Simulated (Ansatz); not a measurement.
## TiAl: from a starting cell to a relaxed one

The start is a generated trial cell of TiAl in the CuPt structure type. The cell and all atomic positions are relaxed at zero pressure with PBEsol (plane waves to 420 eV, PAW, scalar-relativistic; Ansatz, a program for electronic structure). The first steps use a coarse 13×13×13 k-mesh.

Input geometry:
```
TiAl
1.0
    1.43755     0.82997     4.59305
   -1.43755     0.82997     4.59305
    0.00000    -1.65994     4.59305
Al Ti
1 1
Cartesian
  0.00000   0.00000   0.00000
  0.00000   0.00000   6.88957
```

Q: By how much does the energy per atom fall from start to end?

A: Under 0.01 eV/atom.

Q: How do the shortest distances between atoms change?

A: The closest pairs of elements (up to four, under 3.6 Å), start → end: Al–Ti 2.83 → 2.84 Å; Ti–Ti 2.88 → 2.85 Å; Al–Al 2.88 → 2.85 Å.

Q: Is the relaxed structure metallic? Give its gap.

A: No gap (metallic).

Q: What does it relax into? Give the structure.

A: 
```cif
data_Al3Ti3
_chemical_formula_sum 'Al3 Ti3'
_space_group_name_H-M_alt 'R-3m :H'
_space_group_IT_number 166
_space_group_name_Hall '-R 3 2"'
_cell_length_a 2.85083
_cell_length_b 2.85083
_cell_length_c 13.90818
_cell_angle_alpha 90.000
_cell_angle_beta 90.000
_cell_angle_gamma 120.000
loop_
_atom_site_label
_atom_site_type_symbol
_atom_site_symmetry_multiplicity
_atom_site_Wyckoff_symbol
_atom_site_fract_x
_atom_site_fract_y
_atom_site_fract_z
_atom_site_occupancy
Al1 Al 3 a 0.00000 0.00000 0.00000 1
Ti1 Ti 3 b 0.00000 0.00000 0.50000 1
```
(The calculation used a cell of 2 atoms; values per cell refer to that cell.)

The space group stays R-3m (No. 166) (the run could not lower it); the end is AFLOW prototype AB_hR2_166_a_b (L1_1, as in CuPt), with 2 atoms in the primitive cell. Final values are on a 19×19×19 k-mesh of the relaxed cell. No spin polarisation in the result.

The run could not lower the symmetry of its start; a shaken copy of this end point relaxes with PBEsol to P4/mmm (No. 123), 0.22 eV/atom lower.

The relaxed structure here is a generated cell of TiAl: the first start was made by placing the elements on the sites of a structure type, and the end was not matched to a known phase here, so it may be hypothetical. Known forms of TiAl include space group No. 123.
